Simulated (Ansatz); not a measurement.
Given:

SiGe:
```cif
data_GeSi
_chemical_formula_sum 'Ge1 Si1'
_space_group_name_H-M_alt 'P 1'
_space_group_IT_number 1
_cell_length_a 3.24182
_cell_length_b 3.24182
_cell_length_c 3.24182
_cell_angle_alpha 90.000
_cell_angle_beta 90.000
_cell_angle_gamma 90.000
loop_
_space_group_symop_operation_xyz
  'x, y, z'
loop_
_atom_site_label
_atom_site_type_symbol
_atom_site_fract_x
_atom_site_fract_y
_atom_site_fract_z
_atom_site_occupancy
Ge1 Ge 0.00000 0.00000 0.00000 1
Si1 Si 0.50000 0.50000 0.50000 1
```

This is the PBE-relaxed structure.

All from DFT-PBE in the program Ansatz with PAW potentials, unless another level is named. Predict the electronic character.

metallic (no gap).

What about the formation energy from the elements (no fitted shifts)?

0.51 eV/atom.

And the gap with spin–orbit coupling?

none (metallic).

Space group Pm-3m (CsCl type). A made-up cell: these elements were put on the sites of a structure type; neither database checked (COD, Materials Project) lists it. Its standing as an ambient phase is unchecked. The PBE relaxation kept the symmetry of its start; whether a distortion lowers the energy is not shown. The references are the lowest solids computed at this level, not always the standard phases. Spin–orbit coupling is left out wherever it is not named.

Potentials: the earlier of the program's two PAW sets.
